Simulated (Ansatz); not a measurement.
Computed with DFT PBE, scalar-relativistic, plane waves, PAW in Ansatz 0.2.0. All cells share a 420 eV cutoff and Γ-centred k meshes spaced at most about 0.3 Å⁻¹ (about 0.25 or finer for metals, 2π included). No spin polarisation in the final relaxations.

All energies are static (0 K, no zero-point motion). All come from trial cells, and lower structures may exist.

**Question.** These unrelaxed guesses for Sn₄S are each relaxed within their symmetry. Order them by the energy at which they end, lowest first.
A.

Space group Pm-3m (No. 221). a = 5.173 Å, b = 5.173 Å, c = 5.173 Å, α = 90.00°, β = 90.00°, γ = 90.00°
```
atom  site  symmetry       x       y       z
  Sn    3c    4/mm.m  0.0000  0.5000  0.5000
  Sn    1a      m-3m  0.0000  0.0000  0.0000
   S    1b      m-3m  0.5000  0.5000  0.5000
```

B.

Space group P4/mmm (No. 123). a = 4.119 Å, b = 4.119 Å, c = 8.963 Å, α = 90.00°, β = 90.00°, γ = 90.00°
| atom | site | symmetry | x | y | z |
| --- | --- | --- | --- | --- | --- |
| Sn | 4i | 2mm. | 0.0000 | 0.5000 | 0.3162 |
| S | 1a | 4/mmm | 0.0000 | 0.0000 | 0.0000 |

**Answer.** B (ends in P4/mmm, 0 meV/atom), A (ends in Pm-3m, 65 meV/atom). Even the lowest end lies +0.14 eV/atom against the elements.

Cells relaxed within their symmetry can be saddle points. Some types were kept out of the candidates beforehand, so the set may lack a known form.
